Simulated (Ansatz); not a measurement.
The relaxed structure here is a generated cell of VBiO4: the first start was made by placing the elements on the sites of a structure type, and the end was not matched to a known phase here, so it may be hypothetical. Known forms of VBiO4 include space group No. 88.

One stationary structure of VBiO4. Space group P2₁ (No. 4). The numbers are results of r2SCAN (plane waves to 500 eV, PAW, scalar-relativistic; Ansatz, a quantum-chemistry and plane-wave program), not measurements.

```cif
data_Bi2O8V2
_chemical_formula_sum 'V2 Bi2 O8'
_space_group_name_H-M_alt 'P 1'
_space_group_IT_number 1
_cell_length_a 4.59197
_cell_length_b 8.64570
_cell_length_c 5.22093
_cell_angle_alpha 90.000
_cell_angle_beta 115.584
_cell_angle_gamma 90.000
loop_
_space_group_symop_operation_xyz
  'x, y, z'
loop_
_atom_site_label
_atom_site_type_symbol
_atom_site_fract_x
_atom_site_fract_y
_atom_site_fract_z
_atom_site_occupancy
V1 V 0.02025 0.25234 0.42437 1
V2 V 0.97975 0.75234 0.57563 1
Bi1 Bi 0.61162 0.96421 0.93839 1
Bi2 Bi 0.38838 0.46421 0.06161 1
O1 O 0.64274 0.26766 0.39171 1
O2 O 0.35726 0.76766 0.60829 1
O3 O 0.05164 0.07535 0.29891 1
O4 O 0.94836 0.57535 0.70109 1
O5 O 0.29919 0.27312 0.77958 1
O6 O 0.70081 0.77312 0.22042 1
O7 O 0.02415 0.40131 0.19958 1
O8 O 0.97585 0.90131 0.80042 1
```

**Question.** What band gap does r2SCAN give?

**Answer.** 3.30 eV, direct at A (no spin-orbit coupling).

**Question.** Predict the magnetic moment from r2SCAN.

**Answer.** Zero (the starting moments vanished).

No spin polarisation in the result: the starting moments vanished. The d or f electrons are treated with no Hubbard U.

It was reached from a disturbed copy of a P6/mmm (No. 191) cell, against which it lies -1.91 eV/atom.
